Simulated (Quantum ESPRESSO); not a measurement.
Band energies of CdClOH monolayer at -1.5 % biaxial strain

```
CELL_PARAMETERS angstrom
      3.59128     0.00000     0.00000
     -1.79564     3.11014     0.00000
      0.00000     0.00000    16.50000
ATOMIC_POSITIONS crystal
  H  0.00000 0.00000 0.10803
  O  0.00000 0.00000 0.04937
  Cl 0.33333 0.66667 0.89197
  Cd 0.66667 0.33333 0.98532
```

PBEsol (pw.x of Quantum ESPRESSO, ONCV potentials, scalar-relativistic); path ΓMKΓ; energies in eV from the valence-band maximum.

```csv
k (1/Å),point,band 13,band 14,band 15,band 16,band 17,band 18,band 19,band 20
0.00,Γ,-2.23,-1.19,-1.19,0.00,0.00,2.37,4.46,6.15
0.11,,-2.23,-1.26,-1.21,-0.10,-0.01,2.46,4.52,6.26
0.22,,-2.23,-1.42,-1.25,-0.36,-0.05,2.70,4.68,6.56
0.34,,-2.31,-1.58,-1.34,-0.70,-0.10,3.05,4.93,6.95
0.45,,-2.51,-1.70,-1.45,-0.99,-0.14,3.46,5.21,7.27
0.56,,-2.78,-1.92,-1.58,-1.10,-0.18,3.90,5.47,7.39
0.67,,-3.06,-2.21,-1.72,-1.04,-0.21,4.35,5.66,7.39
0.79,,-3.31,-2.48,-1.84,-0.95,-0.22,4.77,5.78,7.36
0.90,,-3.48,-2.67,-1.92,-0.88,-0.23,5.03,5.98,7.22
1.01,M,-3.55,-2.73,-1.95,-0.85,-0.23,5.09,6.16,7.05
1.13,,-3.55,-2.71,-2.02,-0.84,-0.30,5.16,6.24,7.09
1.24,,-3.56,-2.64,-2.16,-0.88,-0.43,5.35,6.41,7.22
1.36,,-3.59,-2.59,-2.25,-1.11,-0.46,5.61,6.58,7.43
1.59,K,-3.66,-2.61,-2.17,-1.49,-0.42,5.95,6.79,7.98
1.68,,-3.63,-2.61,-2.18,-1.43,-0.43,5.89,6.69,7.92
1.77,,-3.55,-2.61,-2.15,-1.29,-0.46,5.71,6.44,8.03
1.86,,-3.43,-2.58,-2.07,-1.13,-0.52,5.42,6.20,8.21
1.95,,-3.26,-2.50,-1.97,-0.95,-0.59,5.03,6.02,8.18
2.04,,-3.08,-2.35,-1.86,-0.79,-0.66,4.62,5.86,8.03
2.13,,-2.87,-2.14,-1.77,-0.76,-0.59,4.21,5.68,7.87
2.22,,-2.66,-1.89,-1.70,-0.79,-0.44,3.83,5.46,7.68
2.31,,-2.47,-1.66,-1.63,-0.77,-0.30,3.46,5.22,7.39
2.40,,-2.32,-1.59,-1.44,-0.65,-0.19,3.13,4.98,7.06
2.49,,-2.25,-1.48,-1.30,-0.45,-0.10,2.83,4.77,6.72
2.58,,-2.23,-1.35,-1.23,-0.23,-0.04,2.59,4.60,6.42
2.76,Γ,-2.23,-1.19,-1.19,0.00,0.00,2.37,4.46,6.15
```

The PBEsol gap is direct, 2.37 eV at Γ.

Spin-orbit splittings are left out.

Geometry strained from the cell relaxed with PBEsol, atoms relaxed again.

This is a model layer cut from the bulk structure; whether it is stable on its own was not checked.
